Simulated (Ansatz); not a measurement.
GaSb in space group P6_222 (No. 180; Ga on 3d, Sb on 3c) at seven volumes, r²SCAN in the plane-wave PAW code Ansatz, shape and atoms relaxed at each. One row is withheld.

```
V (Å³/atom)  P (GPa)
-----------  -------
23.781          6.66
24.565          4.07
25.349          1.87
26.133          0.02
26.917             ?
27.701         -2.85
28.485         -3.94
```

Problem. Fit the shown pressures and predict the withheld one.

Solution. P = (3/2)B₀(x^(7/2) − x^(5/2))[1 + (3/4)(B′ − 4)(x − 1)] with x = (V₀/V)^(2/3). Least squares on the six rows gives V₀ = 26.144 Å³/atom, B₀ = 56.3 GPa, B′ = 4.70. At V = 26.917, x = 0.9808 and P = -1.53 GPa. The run itself gave -1.54 GPa.

The start of the workflow was typed in or built on a structure type; neither database checked (COD, Materials Project) lists it. It is not the phase usual at ambient conditions (space group No. 216). Symmetry was held in the r²SCAN relaxation; its stability against distortions is not shown here. Spin–orbit coupling is left out wherever it is not named.

Potentials: the later of the program's two PAW sets.
